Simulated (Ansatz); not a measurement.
LaF in space group P6_3/mmc (No. 194; La on 2c, F on 2d) under volume change, the program Ansatz at the PBEsol level (PAW), shape and atoms relaxed at each volume.

```json
[
 {"V (Å³/atom)": "19.194", "E − E(relaxed) (meV/atom)": "44.7", "P (GPa)": "8.30"},
 {"V (Å³/atom)": "19.827", "E − E(relaxed) (meV/atom)": "18.6", "P (GPa)": "5.02"},
 {"V (Å³/atom)": "20.460", "E − E(relaxed) (meV/atom)": "4.3", "P (GPa)": "2.28"},
 {"V (Å³/atom)": "21.093", "E − E(relaxed) (meV/atom)": "0.0", "P (GPa)": "0.00"},
 {"V (Å³/atom)": "21.725", "E − E(relaxed) (meV/atom)": "3.8", "P (GPa)": "-1.87"},
 {"V (Å³/atom)": "22.358", "E − E(relaxed) (meV/atom)": "14.0", "P (GPa)": "-3.26"},
 {"V (Å³/atom)": "22.991", "E − E(relaxed) (meV/atom)": "28.7", "P (GPa)": "-4.11"}
]
```

### Question
What does a third-order Birch–Murnaghan fit give for V₀, B₀ and B′?

### Answer
V₀ = 21.09 Å³/atom, B₀ = 65.4 GPa, B′ = 6.6.

The workflow started from a Materials Project entry (that database holds measured and hypothetical structures alike); the Crystallography Open Database copy checked does not list it. Whether it is the stable phase at ambient conditions was not checked. Symmetry was held in the PBEsol relaxation; whether a distortion lowers the energy is not shown. Spin–orbit coupling is left out wherever it is not named.

Potentials: the later of the program's two PAW sets.
